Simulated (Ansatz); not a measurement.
Sc$_{3}$InN:
```yaml
crystal:
  lattice:
    - [4.41551, 0.00000, 0.00000]
    - [0.00000, 4.41551, 0.00000]
    - [0.00000, 0.00000, 4.41551]
  atoms:
    - { symbol: In, position: [0.00000, 0.00000, 0.00000] }
    - { symbol: N, position: [0.50000, 0.50000, 0.50000] }
    - { symbol: Sc, position: [0.50000, 0.50000, 0.00000] }
    - { symbol: Sc, position: [0.00000, 0.50000, 0.50000] }
    - { symbol: Sc, position: [0.50000, 0.00000, 0.50000] }
```

Relaxed with PBEsol. Special points in fractions of this cell's reciprocal vectors: Γ (0.000, 0.000, 0.000); X (0.000, 0.500, 0.000); M (0.500, 0.500, 0.000); R (0.500, 0.500, 0.500).

### Question
List the band energies nearest the Fermi level at these points for PBEsol (plane waves, PAW; program Ansatz).

### Answer
In eV from the Fermi level; about four levels below and three above (degenerate sets whole), none deeper than 8.9 eV; points with the same levels are listed once.

```
k                                below                above
-  -----------------------------------  -------------------
Γ        -0.90 -0.90 -0.59 -0.59 -0.59       1.50 1.50 1.50
X        -3.38 -3.38 -1.08 -1.08 -0.27       0.29 1.27 1.74
M              -3.78 -2.27 -2.27 -1.16  0.96 0.96 1.06 1.06
R  -5.39 -5.39 -5.39 -1.43 -1.43 -1.43       0.69 0.69 0.69
```

Space group Pm-3m (anti-perovskite). The workflow started from an entry of the Crystallography Open Database (COD). Whether it is the stable phase at ambient conditions was not checked. The cell was relaxed with PBEsol under the symmetry of its start; whether a distortion lowers the energy is not shown. The run is not spin-polarised. With an odd number of electrons in the cell and no spin polarisation, the count alone makes it a metal. Scalar-relativistic: spin–orbit coupling is off unless named, which matters more the heavier the elements.

Potentials: the later of the program's two PAW sets.
